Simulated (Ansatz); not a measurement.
Theory: Ansatz, DFT PBE, scalar-relativistic, plane waves, PAW. Settings: cutoff 420 eV, Γ-centred meshes spaced at most about 0.3 Å⁻¹, and about 0.25 Å⁻¹ or finer for metals (2π included), Gaussian smearing. No spin polarisation in the final relaxations.

Temperature and zero-point effects are left out.

Compare these two cells of BiSe3, each relaxed at this level.

A.

Space group Fm-3m (No. 225). a = 7.197 Å, b = 7.197 Å, c = 7.197 Å, α = 90.00°, β = 90.00°, γ = 90.00°
```tsv
atom	site	symmetry	x	y	z
Bi	4b	m-3m	0.5000	0.0000	0.0000
Se	8c	-43m	0.2500	0.7500	0.7500
Se	4a	m-3m	0.0000	0.0000	0.0000
```

B.

Space group Pm-3m (No. 221). a = 4.541 Å, b = 4.541 Å, c = 4.541 Å, α = 90.00°, β = 90.00°, γ = 90.00°
| atom | site | symmetry | x | y | z |
| --- | --- | --- | --- | --- | --- |
| Bi | 1a | m-3m | 0.0000 | 0.0000 | 0.0000 |
| Se | 3c | 4/mm.m | 0.0000 | 0.5000 | 0.5000 |

Question: Which form is favoured at zero pressure, and by what margin per atom?

Answer: A is lower, by 147 meV/atom. A has the BiF3 (D0_3) type, space group Fm-3m (No. 225), 23.3 Å³/atom and no gap on its mesh; B has Bi and Se ordered on fcc sites, space group Pm-3m (No. 221), 23.4 Å³/atom and no gap. Counting Se atoms around Bi (those within 1.25 times the shortest such distance or 1.15 times the sum of covalent radii, 1.27 where that leaves under three; a plus sign parts nearer from farther groups; the shortest distance is added where it exceeds 1.18 times the sum of covalent radii), A has Bi 8+6 and B has Bi 12 from 3.2 Å. Even the lower one lies +0.25 eV/atom against the reference forms of the elements (uncorrected), so neither is stable at this level. In A, Bi is surrounded by 8 Se at 3.12 Å and 6 Se at 3.60 Å; Se on a site of symmetry -43m has 4 Bi at 3.12 Å, 4 Se at 3.12 Å and 6 Se at 3.60 Å; around Se on a site of symmetry m-3m lie 8 Se at 3.12 Å and 6 Bi at 3.60 Å. In B, Bi has 12 Se at 3.21 Å; Se is surrounded by 4 Bi at 3.21 Å and 8 Se at 3.21 Å. Both come from invented guesses. A third cell relaxed alike, in P4/mbm, lies 154 meV/atom below the lower of the two.

Spin–orbit coupling, which can matter for Bi, is left out. In Fm-3m, Pm-3m an odd number of electrons in the primitive cell allows no gap without spin; a larger cell or a magnetic state could open one. A magnetic state wasn't ruled out in cells without spin, among them Fm-3m, Pm-3m. Cells relaxed within their symmetry can be saddle points.
